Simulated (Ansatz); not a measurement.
MoIr in space group P-6m2 (No. 187; Mo on 1a, Ir on 1d), PBEsol in the plane-wave PAW code Ansatz, all energies at zero smearing, with the estimated change up to a 700 eV cutoff added, with one set of potentials and settings (totals compare only within such a set). Cell of 2 atoms (1 Mo, 1 Ir): -16696.937 eV.

| element | reference phase | E (eV/atom) |
|---|---|---|
| Mo | Im-3m, 1 atoms in the cell | -4897.4695 |
| Ir | Fm-3m, 1 atoms in the cell | -11799.0386 |

Formation energy per atom, worked out: (-16696.937 − 1×(-4897.4695) − 1×(-11799.0386))/2 = -0.215 eV/atom (-21 kJ per mol of atoms), at 0 K, without zero-point energy or fitted corrections.

The workflow started from a Materials Project entry (that database holds measured and hypothetical structures alike); the Crystallography Open Database copy checked does not list it. COD files the formula under space group No. 51. With Mo and Ir taken as one species the cell has the higher symmetry P6_3/mmc, so it may be an ordered model of a mixed-site phase. Whether it is the stable phase at ambient conditions was not checked. The PBEsol relaxation kept the symmetry of its start; whether a distortion lowers the energy is not shown. The run is not spin-polarised. The references are the lowest solids computed at this level, not always the standard phases. Scalar-relativistic: spin–orbit coupling is off unless named, which matters more the heavier the elements.

Potentials: the later of the program's two PAW sets.
